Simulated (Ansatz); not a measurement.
# Cl, first-principles data

Cl:
Space group Cmce (No. 64); a = 6.3699 Å, b = 4.0757 Å, c = 8.1919 Å, α = β = γ = 90.00°

```
atom  site  symmetry       x       y       z
----  ----  --------  ------  ------  ------
Cl      8f       m..  0.0000  0.3780  0.3932
```
(The calculation used a cell of 4 atoms; values per cell refer to that cell.)

Space group Cmce (No. 64), molecular I2 type; conventional cell a = 6.370 Å, b = 4.076 Å, c = 8.192 Å, α = β = γ = 90.00°.

Method: r²SCAN+D4 in the plane-wave PAW code Ansatz. Geometry: relaxed at this level of theory. Other levels are named where they apply.

### Cell and energy

| Quantity | Value |
|---|---|
| Volume per atom | 26.58 Å³ |
| Density | 2.21 g/cm³ |

### Electronic structure

| Item | Result |
|---|---|
| Band gap | 2.62 eV (direct) |
| Valence-band maximum | at Γ |
| Conduction-band minimum | at Γ |

The cell was relaxed with r²SCAN+D4 under the symmetry of its start. The substance is a gas or liquid at ambient conditions; this is its low-temperature solid.

Potentials: the later of the program's two PAW sets.
